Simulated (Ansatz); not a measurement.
CuI:
```
CELL_PARAMETERS angstrom
     12.35976     0.00000     0.00000
      0.00000     3.95782     0.00000
      0.00000     0.00000     3.95805
ATOMIC_POSITIONS crystal
  Cu 0.25000 0.25000 0.25011
  Cu 0.25000 0.75000 0.75011
  Cu 0.75000 0.75000 0.74989
  Cu 0.75000 0.25000 0.24989
  I  0.88543 0.25000 0.74988
  I  0.61457 0.75000 0.24988
  I  0.11457 0.75000 0.25012
  I  0.38543 0.25000 0.75012
```

This is the LDA-relaxed structure.

### Question
All from DFT-LDA in the program Ansatz with PAW potentials, unless another level is named. Give the bulk modulus (Birch–Murnaghan fit).

### Answer
20.8 GPa.

### Question
What about the highest zone-centre frequency (without LO–TO term)?

### Answer
175 cm⁻¹.

Space group P4/nmm. The cell is a constructed one: a structure type filled with these elements; the Crystallography Open Database copy checked does not list it. It is not the phase usual at ambient conditions (space group No. 216). Symmetry was held in the LDA relaxation; phonons show weakly imaginary modes. No spin polarisation was allowed. A crystal of weakly bound layers computed without a dispersion correction: the cell and the soft elastic constants depend strongly on that. Spin–orbit coupling is left out wherever it is not named.

Potentials: the earlier of the program's two PAW sets. The files were generated under PBE; for other functionals the program regenerates the frozen cores, and for LDA and PBEsol the local potential too.
